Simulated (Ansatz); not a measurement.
# Is this Al2Ga3As5 structure a true minimum?

The cell was found from a structure generator's guess, not taken from experiment.

All numbers below come from Ansatz, DFT PBE, scalar-relativistic, plane waves, PAW. Cutoff 420 eV; k points 10×10×10 on the computed 10-atom cell (Γ-centred); Gaussian smearing, width 0.02 eV; no spin polarisation.

The cell below (10 atoms, space group I-4m2 (No. 119)) is relaxed within its symmetry.

```
Al Ga As
1.0
    -2.02912    2.02912   14.34658
     2.02912   -2.02912   14.34658
     2.02912    2.02912  -14.34658
Al Ga As
2 3 5
Cartesian
  0.0000 0.0000 25.8255
  0.0000 0.0000 2.8677
  0.0000 0.0000 14.3466
  0.0000 0.0000 20.0828
  0.0000 0.0000 8.6104
  2.0291 0.0000 12.9035
  2.0291 0.0000 1.4431
  0.0000 2.0291 4.2928
  2.0291 0.0000 7.1733
  0.0000 2.0291 10.0537
```

For the test it was strained at random (σ = 1.5 % a component), the atoms were moved at random (σ = 0.15 Å), and all was relaxed again on a coarse 4×4×4 mesh (in the run’s order of axes) with 0.10 eV smearing, with no symmetry imposed.

Problem. What happens?

Solution. It returns, within 1 meV/atom of the unmoved cell on that mesh and with the same symmetry when read at 0.1 Å. So it is stable against the distortions that fit this cell and that this random move excites. Modes that don't fit the cell aren't tested.
